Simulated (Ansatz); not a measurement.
Method: DFT PBE, scalar-relativistic, plane waves, PAW (Ansatz 0.2.0). Settings: cutoff 420 eV, Γ-centred meshes spaced at most about 0.3 Å⁻¹, and about 0.25 Å⁻¹ or finer for metals (2π included), Gaussian smearing. No spin polarisation in the final relaxations.

All energies are static (0 K, no zero-point motion).

Compare these two cells of SiBiS, each relaxed at this level.

A.

```
CELL_PARAMETERS angstrom
3.55332 0.00000 0.00000
0.00000 3.55332 0.00000
0.00000 0.00000 5.73200
ATOMIC_POSITIONS crystal
Si 0.00000 0.00000 0.50000
Bi 0.50000 0.50000 0.00000
S 0.50000 0.50000 0.50000
```

B.

```
CELL_PARAMETERS angstrom
4.98915 0.00000 0.00000
-2.49457 4.32073 0.00000
0.00000 0.00000 5.96454
ATOMIC_POSITIONS crystal
Si 0.33333 0.66667 0.75000
Si 0.66667 0.33333 0.25000
Bi 0.33333 0.66667 0.25000
Bi 0.66667 0.33333 0.75000
S 0.00000 0.00000 0.00000
S 0.00000 0.00000 0.50000
```

**Question.** Which form is favoured at zero pressure, and by what margin per atom?

**Answer.** A is lower, by 215 meV/atom. A has space group P4/mmm (No. 123), 24.1 Å³/atom and no gap on its mesh; B has space group P6_3/mmc (No. 194), 21.4 Å³/atom and no gap. Counting S or Si atoms around Bi (for each partner element, those within 1.25 times its shortest distance or 1.15 times the sum of covalent radii, where it is the nearest in units of that sum or under 1.3), A has Bi 2 and B has Bi 11. The lower one is the more open, so pressure narrows the difference. Even the lower one lies +0.34 eV/atom against the reference forms of the elements (uncorrected), so neither is stable at this level. Both come from invented guesses. A third cell relaxed alike, in P4mm, lies 0.36 eV/atom below the lower of the two.

These runs have no spin–orbit coupling, which can matter for Bi. In P4/mmm an odd number of electrons in the primitive cell allows no gap without spin; a larger cell or a magnetic state could open one. A magnetic state wasn't ruled out in cells without spin, among them P4/mmm. Cells relaxed within their symmetry can be saddle points.
